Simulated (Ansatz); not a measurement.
**TiAsW in Ansatz, settings compared**

Input:

```yaml
crystal:
  lattice:
    - [0.0, 3.748334, 0.0]
    - [3.748334, 0.0, 0.0]
    - [1.874167, 1.874167, -7.314231]
  atoms:
    - { symbol: W, position: [0.32097, 0.32097, 0.35806] }
    - { symbol: W, position: [0.67903, 0.67903, 0.64194] }
    - { symbol: Ti, position: [0.5, 0.0, 0.0] }
    - { symbol: Ti, position: [0.0, 0.5, 0.0] }
    - { symbol: As, position: [0.13029, 0.13029, 0.73942] }
    - { symbol: As, position: [0.86971, 0.86971, 0.26058] }
  symmetry: { tolerance: 0.0003 }
kpoints:
  mp_grid: { grid: [5, 5, 5], shift: [0, 0, 0] }
magnetization:
  spin_polarized: false
scf:
  occupations: { method: fermi_dirac, width: 0.145 }
hamiltonian:
  pseudopotentials: { kind: paw }
  xc: r2scan
basis:
  ecutwfc: 500
output:
  forces: true
  stress: true
  eigenvalues: true
```

Run with:

```bash
ansatz run input.yaml --threads 1 --pin off --max-ram 2560MiB --backend cpu --events-out ev --progress --plain --runs-dir out
```

Origin of the cell: a known structure type with other elements, at an estimated volume, so it need not be a known compound.

Output of this run (shortened):

```
band count auto-derived: 51 (N_el = 82.0; filled up to band 41; 50 by the electrons, moments and atoms)
Pseudopotentials: kind: paw
Pseudopotential: W, paw, valence charge 14, recommended cutoff 500 eV (meta_gga), W.paw.azcp
Pseudopotential: Ti, paw, valence charge 12, recommended cutoff 500 eV (meta_gga), Ti.paw.azcp
Pseudopotential: As, paw, valence charge 15, recommended cutoff 500 eV (meta_gga), As.paw.azcp
Functional definition: r2SCAN
  exchange = r2scan_x(k0 = k0, k1 = k1, a1 = a1)
  correlation = r2scan_c
Crystal: 6 atoms, lattice volume = 102.765 Å³
Basis set: ecut = 500 eV, 2623 PW (Γ), exchange–correlation on 120×120×240 points (64 copies of the dense FFT grid, shifted against one another)
Bands: 51, of which v1, the nominal top of the filled ones, is band 41 counted from 1 (40 counted from 0)
[… 12 lines left out …]
Initial density: superposition of atomic densities (neutral atoms: chi_scale 0, normalization atom), corrected by the library's trained network
Functional: x = r2scan, c = r2scan; τ floored in thin density (d = 2e-4 eV/Å³)
SCF iter   1: F=—  HF=-35532.068695 eV  Δρ=1.80e-2  dr2=9.31e-1  dr2_τ=1.03e-1
SCF iter   2: F=—  HF=-35532.167615 eV  Δρ=1.29e-2  dr2=4.33e-1  dr2_τ=3.90e-2
SCF iter   3: F=—  HF=-35532.152590 eV  Δρ=4.99e-3  dr2=1.42e-2  dr2_τ=9.46e-4
SCF iter   4: F=—  HF=-35532.159054 eV  Δρ=1.14e-3  dr2=2.15e-3  dr2_τ=1.76e-4
SCF iter   5: F=—  HF=-35532.158860 eV  Δρ=4.46e-4  dr2=1.07e-4  dr2_τ=1.06e-5
SCF iter   6: F=—  HF=-35532.158942 eV  Δρ=1.47e-4  dr2=3.90e-5  dr2_τ=2.28e-6
SCF iter   7: F=—  HF=-35532.158943 eV  Δρ=4.30e-5  dr2=3.43e-6  dr2_τ=9.08e-8
SCF iter   8: F=—  HF=-35532.158943 eV  Δρ=1.26e-5  dr2=2.55e-7  dr2_τ=8.00e-9
SCF iter   9: F=-35532.158944 eV  HF=-35532.158944 eV  Δρ=2.75e-6  dr2=7.24e-9  dr2_τ=6.02e-10
the search or the solves at the SCF's close seem to have found levels that the self-consistency loop had missed (the run counts 2). By its estimate they hold 5.45e-10 electrons. The energies and the density leave them out; […]
SCF 1 converged in 9 iterations: F = -35532.158944 eV  dr2 = 7.24e-9
SCF converged after 9 iterations
Free energy (F): -35532.158944 eV
Harris-Foulkes:  -35532.158944 eV  (|F-HF|=5.52e-9)
Internal energy: -35531.785934 eV  (E = F + TS)
E sigma→0 (E₀):  -35531.972439 eV
Entropy (-TS):   -0.373010 eV (-62.168 meV/atom)
Fermi energy:    16.445739 eV
--- Per-component energies (eV) ---
  E_band       = -964.823228
  E_kinetic    = 1649.654058
  E_local      = -5949.082590  (includes V_loc(G=0)·N_el)
  E_nonlocal   = -1314.868395
  E_hartree    = 2871.479199
  E_xc         = -828.461508
  E_vxc        = -949.516080  (∫ρ·V_xc dr)
  E_paw        = -23001.973058  (= ΣΔE_a)
  E_vpaw       = -198.045030  (= ΣTr[D̂ρ^β])
  E_aug_tail   = 0.000064  (compensation charges beyond the density's cutoff)
  E_vtau       = 54.074555  (kinetic-family band-sum trace: ∫τ·v_τ [+ j·A + Jᵃ·Aᵃ] dr)
  E_ewald      = -8953.936076
  E_core_change = -4.597627  (= ΣΔE_core)
  E_smearing   = -0.373010  (= −TS)
  Σ components = -35532.158944   (vs F -35532.158944, Δ=0.00e0)
--- Forces (eV/Å), atoms counted from 1 ---
  atom   1  W      0.000000     0.000000     0.121747
  atom   2  W      0.000000     0.000000    -0.121747
  atom   3  Ti     0.000000    -0.000000     0.000000
  atom   4  Ti     0.000000     0.000000     0.000000
  atom   5  As     0.000000     0.000000     1.218710
  atom   6  As     0.000000     0.000000    -1.218710
  max |Σ_I F_I| component: 2.22e-16 eV/Å
--- Stress (GPa, compression-positive) ---
      -13.979652       0.000000       0.000000
        0.000000     -13.979652       0.000000
        0.000000       0.000000     -21.999378
  P = ⅓ Tr σ = -16.6529 GPa (-166.529 kbar)
```

The same input was run again with these changes:

1. `kpoints.mp_grid.shift` [0, 0, 0] → [0.5, 0.5, 0.5]; `kpoints.mp_grid.grid` [5, 5, 5] → [6, 6, 6]
2. `basis.ecutwfc` 500 → "700 eV"
3. `scf.occupations.method` fermi_dirac → gaussian; `scf.occupations.width` 0.145 → 0.001

```json
{"run": "base", "end": "converged", "SCF iterations": "9", "P (GPa)": "-16.65", "max force component (eV/Å)": "1.219", "moment (μB)": "–", "ΔE(σ→0) (meV/atom)": "0"}
{"run": "1", "end": "converged", "SCF iterations": "9", "P (GPa)": "-16.64", "max force component (eV/Å)": "1.250", "moment (μB)": "–", "ΔE(σ→0) (meV/atom)": "-2.49"}
{"run": "2", "end": "converged", "SCF iterations": "9", "P (GPa)": "-16.65", "max force component (eV/Å)": "1.219", "moment (μB)": "–", "ΔE(σ→0) (meV/atom)": "-2.23"}
{"run": "3", "end": "converged", "SCF iterations": "9", "P (GPa)": "-16.98", "max force component (eV/Å)": "1.091", "moment (μB)": "–", "ΔE(σ→0) (meV/atom)": "1.20"}
```

Energies are compared only where functional, datasets, charge and starting cell are the same.

Caveats of the base run: no moments, though an odd count or open d shells may carry them; no spin-orbit coupling, though heavy elements are present; the k mesh is coarse if the cell is a metal.

Run 1: the k mesh keeps only part of the crystal's symmetry.

The base run took 21 s on 1 thread of Arm Neoverse V1 (shared host), peak memory 0.66 GiB, from the program's own first density.
